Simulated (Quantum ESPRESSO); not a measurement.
**Band energies of RbScMo$_{2}$O$_{8}$**

```xyz
12
Lattice="5.9060 0.0000 0.0000 -2.9530 5.1147 0.0000 0.0000 0.0000 7.8040" Properties=species:S:1:pos:R:3 pbc="T T T"
O     -1.4912     4.2707     2.6366
O      4.4442     0.8440     5.1673
O      0.0000     1.6880     2.6366
O      2.9530     3.4268     5.1673
O      1.4912     4.2707     2.6366
O      1.4618     0.8440     5.1673
O      0.0000     3.4098     0.3280
O      2.9530     1.7049     7.4760
Sc     0.0000     0.0000     3.9020
Rb     0.0000     0.0000     0.0000
Mo     0.0000     3.4098     2.0761
Mo     2.9530     1.7049     5.7279
```

PBEsol (Quantum ESPRESSO, PseudoDojo norm-conserving, 84 Ry, scalar-relativistic); path ΓMKΓALHA,LM,KH; energies in eV from the valence-band maximum.

```csv
k (1/Å),point,band 44,band 45,band 46,band 47,band 48,band 49,band 50,band 51
0.00,Γ,-0.27,-0.27,-0.23,-0.23,0.00,3.45,3.45,4.34
0.20,,-0.37,-0.32,-0.20,-0.14,-0.07,3.57,3.64,4.22
0.41,,-0.55,-0.42,-0.29,-0.24,-0.05,3.73,4.07,4.14
0.61,M,-0.56,-0.55,-0.41,-0.32,-0.03,3.73,4.29,4.33
0.61,K,-0.67,-0.66,-0.24,-0.22,-0.22,3.87,4.16,4.16
0.79,,-0.66,-0.47,-0.36,-0.16,-0.15,3.87,4.02,4.25
0.97,,-0.52,-0.38,-0.23,-0.13,-0.13,3.78,3.87,4.12
1.32,Γ,-0.27,-0.27,-0.23,-0.23,0.00,3.45,3.45,4.34
1.52,,-0.41,-0.27,-0.15,-0.15,0.00,3.49,3.49,4.32
1.73,A,-0.50,-0.27,-0.13,-0.13,0.00,3.53,3.53,4.29
2.14,,-0.49,-0.37,-0.31,-0.29,-0.12,3.76,4.06,4.14
2.34,L,-0.52,-0.47,-0.42,-0.26,-0.18,3.78,4.13,4.40
2.69,H,-0.61,-0.61,-0.37,-0.24,-0.24,3.97,4.15,4.15
2.84,,-0.55,-0.54,-0.36,-0.26,-0.20,3.94,4.04,4.23
2.98,,-0.48,-0.43,-0.34,-0.22,-0.16,3.87,3.95,4.16
3.26,,-0.48,-0.36,-0.15,-0.11,-0.04,3.58,3.62,4.22
3.40,A,-0.50,-0.27,-0.13,-0.13,0.00,3.53,3.53,4.29
3.40,L,-0.52,-0.47,-0.42,-0.26,-0.18,3.78,4.13,4.40
3.81,M,-0.56,-0.55,-0.41,-0.32,-0.03,3.73,4.29,4.33
3.81,K,-0.67,-0.66,-0.24,-0.22,-0.22,3.87,4.16,4.16
4.21,H,-0.61,-0.61,-0.37,-0.24,-0.24,3.97,4.15,4.15
```

The PBEsol gap is direct, 3.45 eV at Γ.

Spin-orbit splittings are left out.

Geometry of the Materials Project entry, not relaxed at this level.

The structure is a Materials Project entry; no match was found in the copy of COD used, and its stability was not checked.
